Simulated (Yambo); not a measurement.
A G0W0@PBEsol run in Yambo for a free-standing LuIO monolayer (symmetry P4/nmm, slab cell 20.8 Å high) (4×4×1 Γ-centred k mesh, bands 3 to 166 and a 6 Ry block in the screening, 166 bands in G with the Bruneval-Gonze terminator, plasmon pole fitted at 27.2 eV, slab-truncated Coulomb interaction, stochastic integration of W near q = 0) gives these matrix elements, in eV, at the band edges (X → M):

| state | E0 | <Vxc> | <Σx> | <Σc(E0)> | Z |
|---|---|---|---|---|---|
| valence edge | 0.000 | -12.253 | -14.774 | 1.334 | 0.807 |
| conduction edge | 3.220 | -9.871 | -5.946 | -2.929 | 0.823 |

Question: Solve the linearised quasiparticle equation for both states, give the gap, and say how exchange and correlation each act on it.

Answer: E = E0 + Z(Σx + Σc − Vxc). Valence: 0.000 + 0.807 × (-14.774 + (1.334) − (-12.253)) = -0.96 eV. Conduction: 3.220 + 0.823 × (-5.946 + (-2.929) − (-9.871)) = 4.04 eV. The gap is 5.00 eV, against 3.22 eV in PBEsol. Replacing Vxc by bare exchange alone would open it by 6.45 eV; correlation takes back 4.26 eV of that, and Z scales what is left. Nearest settings tried, and what they do to the gap: 113 bands in G: -12 meV; 89 bands in W: -2 meV; 5 Ry block (393 vectors against 495): -62 meV. Not varied: mesh, cell height. So the settings aren't converged at that level. Spin-orbit coupling is left out, which matters for elements this heavy: edges can move by tenths of an eV. The 4f states are in the valence at their DFT position.

Geometry relaxed with PBEsol; primitive cell a = 3.8202 Å, b = 3.8202 Å, c = 20.8000 Å, α = 90.00°, β = 90.00°, γ = 90.00°.

This is a model layer cut from the bulk structure; whether it is stable on its own was not checked.
